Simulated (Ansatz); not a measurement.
# LiTlF3: zone-centre modes

These are results of DFT PBE, scalar-relativistic, plane waves, PAW in Ansatz 0.2.0, not measurements. Cutoff 420 eV, 10×10×10 k-points (Γ-centred), Fermi-Dirac smearing of 0.15 eV. No spin polarisation. Phonons by linear response, acoustic sum rule imposed.

Equilibrium structure at this level:
```yaml
crystal:
  lattice:
    - [3.89187, 0.00000, 0.00000]
    - [0.00000, 3.89187, 0.00000]
    - [0.00000, 0.00000, 3.89187]
  atoms:
    - { symbol: Li, position: [0.00000, 0.00000, 0.00000] }
    - { symbol: Tl, position: [0.50000, 0.50000, 0.50000] }
    - { symbol: F, position: [0.50000, 0.00000, 0.00000] }
    - { symbol: F, position: [0.00000, 0.50000, 0.00000] }
    - { symbol: F, position: [0.00000, 0.00000, 0.50000] }
```

It was reached by relaxing an invented guess, and it needn't be the stable form of this composition. In a metal, frequencies depend on the k mesh and the smearing, soft modes most. Spin–orbit coupling is left out, which matters for heavy elements.

(1) Is this structure stable against zone-centre distortions?

(2) List the optical modes at Γ (i marks imaginary ones).

Answers

(1) No: 3 of the 12 optical modes are imaginary.

(2)
```csv
frequency (THz),degeneracy
2.20i,3
3.38,3
9.03,3
13.19,3
```
